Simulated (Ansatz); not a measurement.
Method: DFT PBE, scalar-relativistic, plane waves, PAW (Ansatz 0.2.0). Cutoff 420 eV, Γ-centred 6×6×4 mesh (12-atom cell), Gaussian smearing of 0.02 eV, no spin polarisation.

Formation energies are uncorrected and count from the elements' standard states at the same level.

Task: Propose a candidate for a trigonal semiconductor that holds Mg and 2 more elements, with a gap near 2.2 eV, a formation energy near −0.92 eV/atom and a density near 3.64 g/cm³, in a cell of 12 atoms.

Result: MgZn5S6, space group P31m (No. 157). Mg is surrounded by 4 S at 2.45–2.47 Å; Zn on a site of symmetry m has 4 S at 2.36–2.37 Å; Zn on a site of symmetry 3 has 4 S at 2.35–2.37 Å; around S on a site of symmetry m lie 3 Zn at 2.35–2.36 Å and 1 Mg at 2.45 Å; 2 more sites not described.

Space group P31m (No. 157). a = 6.719 Å, b = 6.719 Å, c = 6.341 Å, α = 90.00°, β = 90.00°, γ = 120.00°
```json
{"atom": "Mg", "site": "1a", "symmetry": "3.m", "x": "0.0000", "y": "0.0000", "z": "0.5039"}
{"atom": "Zn", "site": "3c", "symmetry": "..m", "x": "0.3368", "y": "0.3368", "z": "0.0052"}
{"atom": "Zn", "site": "2b", "symmetry": "3..", "x": "0.6667", "y": "0.3333", "z": "0.5048"}
{"atom": "S", "site": "3c", "symmetry": "..m", "x": "0.3443", "y": "0.3443", "z": "0.3773"}
{"atom": "S", "site": "2b", "symmetry": "3..", "x": "0.6667", "y": "0.3333", "z": "0.8782"}
{"atom": "S", "site": "1a", "symmetry": "3.m", "x": "0.0000", "y": "0.0000", "z": "0.8927"}
```

| Item | Value |
| --- | --- |
| Volume per atom | 20.66 Å³ |
| Density | 3.64 g/cm³ |
| Formation energy | −0.918 eV/atom |
| Gap on the 6×6×4 mesh of the 12-atom cell | 2.25 eV |

It was reached by relaxing an invented guess, and it needn't be the stable form of this composition. Other answers may fit too; this one was computed.

Kohn–Sham gaps at this level usually fall short of measured ones. The reference form of S is held partly by dispersion forces, which this level lacks. A later test with randomly moved atoms came back to the same energy, though modes that don't fit the test's cell weren't probed.
